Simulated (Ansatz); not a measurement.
The relaxed structure here is a generated cell of Ag: the first start was made by placing the elements on the sites of a structure type, and the end was not matched to a known phase here, so it may be hypothetical. Known forms of Ag include space group No. 225.

A relaxed cell of Ag (Fd-3m (No. 227)), relaxed on a k-mesh at least as fine as the one used below. All values below come from PBE (plane waves to 420 eV, PAW, scalar-relativistic; Ansatz, an electronic-structure program). Γ-centred k-mesh 5×9×9 on the run's cell (coarser than for final values), Fermi–Dirac smearing 0.05 eV.

```yaml
crystal:
  lattice:
    - [0.00000, 6.21972, 6.21972]
    - [3.10986, 0.00000, 3.10986]
    - [3.10986, 3.10986, 0.00000]
  atoms:
    - { symbol: Ag, position: [0.37500, 0.75000, 0.75000] }
    - { symbol: Ag, position: [0.87500, 0.75000, 0.75000] }
    - { symbol: Ag, position: [0.25000, 0.50000, 0.50000] }
    - { symbol: Ag, position: [0.75000, 0.50000, 0.50000] }
```

Every atom was then displaced, and the forces became (eV/Å):

```csv
atom,Fx,Fy,Fz
Ag1,-0.03,0.47,-0.36
Ag2,0.52,0.50,1.18
Ag3,0.22,-0.67,0.17
Ag4,-0.71,-0.31,-0.99
```

Question: Which atom was moved farthest relative to the others, and in which direction?

Answer: Ag2, by (-0.08, 0.01, -0.18) Å (0.20 Å, mean shift removed); the next is Ag4 with 0.12 Å. Its force makes an angle of 156° with its move.

All displacements (Å):

```
atom      ux      uy      uz
----  ------  ------  ------
Ag1    0.034  -0.027   0.054
Ag2   -0.051   0.039  -0.202
Ag3    0.032   0.112  -0.004
Ag4    0.095  -0.006   0.077
```

The undisplaced cell is probably no minimum: from this displacement the run went on to Fm-3m (No. 225), 0.78 eV/atom below it.

No spin polarisation in the result.
